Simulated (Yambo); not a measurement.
Here is the system:

```xyz
5
Lattice="4.3595 0.0000 0.0000 -2.1798 3.7755 0.0000 0.0000 0.0000 7.3115" Properties=species:S:1:pos:R:3 pbc="T T T"
P      2.1798     1.2585     5.4520
P      0.0000     2.5170     1.8595
Sr     0.0000     0.0000     0.0000
Cd     0.0000     2.5170     4.6419
Cd     2.1798     1.2585     2.6697
```

Workflow: norm-conserving LDA (Quantum ESPRESSO, 102 Ry, scalar-relativistic), then G0W0 in Yambo (3×3×2 Γ-centred k mesh, bands 9 to 230 and a 8 Ry block in the screening, 230 bands in G with the Bruneval-Gonze terminator, plasmon pole fitted at 27.2 eV).

Q: Give the LDA and G0W0 gaps between the band edges found on this mesh, and say where the edges lie.

A: Edges: Γ → Γ. LDA: 0.54 eV; G0W0: 1.31 eV. Nearest settings tried, and what they do to the gap: 180 bands in W, 180 bands in G: -2 meV; 6 Ry block (233 vectors against 325): -12 meV; 3×3×1 mesh: -84 meV. So the settings aren't converged at that level. The k mesh is coarse. Spin-orbit splittings are left out.

Geometry of the Materials Project entry, not relaxed at this level.

The structure is a Materials Project entry; no match was found in the copy of COD used, and its stability was not checked.
